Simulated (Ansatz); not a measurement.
**Energy against total moment in Ni**

We look at Ni: a measured crystal structure (space group Fm-3m), with 1 atom per cell. The computed pressure is over 10 GPa in size, so the cell is far from the computed equilibrium volume (the chosen U may not suit it). Source: COD entry 2102245; it may be a high-temperature, high-pressure or metastable form.

```
CELL_PARAMETERS angstrom
0.00000 1.78100 1.78100
1.78100 0.00000 1.78100
1.78100 1.78100 0.00000
ATOMIC_POSITIONS crystal
Ni 0.00000 0.00000 0.00000
```

Numbers behind element symbols give the atom's place in this list.

These are results of DFT, LDA+U, PAW, plane waves, scalar-relativistic (Ansatz development build ahead of 0.2.0), not measurements.

```json
{
  "Hubbard term (Dudarev form)": "U − J = 4.2 eV on Ni d, on Löwdin-orthonormalised all-electron atomic orbitals",
  "Plane-wave cutoff": "420 eV",
  "k-point mesh": "15×15×15 (Γ-centred)",
  "Occupations": "Gaussian smearing, 0.05 eV"
}
```

Site moments are integrals over atomic spheres and don't add up to the total.

A small moment in a metal is sensitive to the mesh and the smearing. A static U favours moments and orbital order; the result depends on U and need not be the measured state. The U is a test value, not one fitted to this metal, and a U on a metal's d shells tends to overstate moments.

The total moment of the cell is held fixed (separate Fermi levels for the two spins), shared at the start among the Ni atoms with one sign; no search for lower states follows. F is the free energy per cell, and F(lowest) that of the lowest run, the runs with a free moment included. Each row is one local solution, which need not be the lowest state at that M. The run at M = 0 starts without moments and gives the spin-unpolarised solution. The cell holds one magnetic atom, so only parallel order fits; orders in a larger cell may lie lower.

The run at M = 0.97 μB took 2.1 s on 2 threads of Intel(R) Xeon(R) Platinum 8375C CPU @ 2.90GHz, on a shared host, peak memory 0.34 GiB.

```json
{"fixed M (μB/cell)": "0.00", "F − F(lowest) (meV/cell)": "140", "moments of Ni1 (μB)": "0.00"}
{"fixed M (μB/cell)": "0.24", "F − F(lowest) (meV/cell)": "?", "moments of Ni1 (μB)": "?"}
{"fixed M (μB/cell)": "0.49", "F − F(lowest) (meV/cell)": "31", "moments of Ni1 (μB)": "0.54"}
{"fixed M (μB/cell)": "0.73", "F − F(lowest) (meV/cell)": "6", "moments of Ni1 (μB)": "0.77"}
{"fixed M (μB/cell)": "0.97", "F − F(lowest) (meV/cell)": "76", "moments of Ni1 (μB)": "0.98"}
{"fixed M (μB/cell)": "1.21", "F − F(lowest) (meV/cell)": "?", "moments of Ni1 (μB)": "?"}
{"fixed M (μB/cell)": "1.46", "F − F(lowest) (meV/cell)": "591", "moments of Ni1 (μB)": "1.38"}
{"fixed M (μB/cell)": "1.70", "F − F(lowest) (meV/cell)": "1194", "moments of Ni1 (μB)": "1.56"}
{"fixed M (μB/cell)": "1.94", "F − F(lowest) (meV/cell)": "1828", "moments of Ni1 (μB)": "1.74"}
```

The runs at M = 1.70, 1.94 μB read as a possible saddle point, so a lower state may exist there.

Fill in the row for M = 0.24 μB.

110 meV; moments Ni1 0.27 μB.

Fill in the row for M = 1.21 μB.

264 meV; moments Ni1 1.18 μB.

Where do runs with a free total moment end?

“usual moment scaled by 0.1, free total moment [Ni1 0.20 μB]” ends at 0.65 μB, 0 meV; “usual moment, free total moment [Ni1 2.00 μB]” ends at 0.65 μB, 0 meV.
